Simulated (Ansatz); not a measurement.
**Phonon dispersion of Ti3AlN4**

Method: Ansatz 0.2.0, DFT PBE, scalar-relativistic, plane waves, PAW. Cutoff 420 eV, 12×12×6 k-points (Γ-centred), Fermi-Dirac smearing of 0.15 eV. No spin polarisation. Phonons by linear response, acoustic sum rule imposed.

The cell, relaxed at this level:
```xyz
8
Lattice="2.9741 0.0000 0.0000 0.0000 2.9741 0.0000 0.0000 0.0000 8.4688" Properties=species:S:1:pos:R:3 pbc="T T T"
Ti    0.0000    0.0000    0.0000
Ti    1.4870    1.4870    2.0588
Ti    1.4870    1.4870    6.4100
Al    0.0000    0.0000    4.2344
N     0.0000    0.0000    2.1984
N     1.4870    1.4870    4.2344
N     0.0000    0.0000    6.2704
N     1.4870    1.4870    0.0000
```

It was reached by relaxing an invented guess, and it needn't be the stable form of this composition. In a metal, frequencies and elastic constants depend on the k mesh and the smearing, soft modes and shear constants most. The q mesh is coarse, so values between its points are rough.

Force constants from linear response on a 4×4×1 q mesh.

**Question.** Is the structure dynamically stable on the q mesh?

**Answer.** Yes, on this mesh: no mode is imaginary.

**Question.** Give the frequencies (cm⁻¹) at the zone-boundary points of high symmetry (interpolated where a point lies off the q mesh).

**Answer.**
```
point                  q                                                                                      frequencies
    X  0.000 0.500 0.000  185 202 204 213 224 231 240 274 301 306 355 417 422 482 493 499 549 554 568 571 604 613 625 637
    M  0.500 0.500 0.000  226 264 265 265 290 290 291 291 298 325 335 335 487 503 503 516 523 560 560 586 586 590 590 597
    Z  0.000 0.000 0.500  108 108 118 118 135 220 241 241 248 248 283 368 388 388 454 512 512 525 525 562 581 583 583 602
    R  0.000 0.500 0.500  174 187 202 205 228 240 246 248 319 337 356 415 427 470 494 502 549 553 564 571 606 620 625 625
    A  0.500 0.500 0.500  229 266 270 270 276 276 298 302 302 323 333 333 483 504 504 519 530 560 560 587 587 588 588 589
```
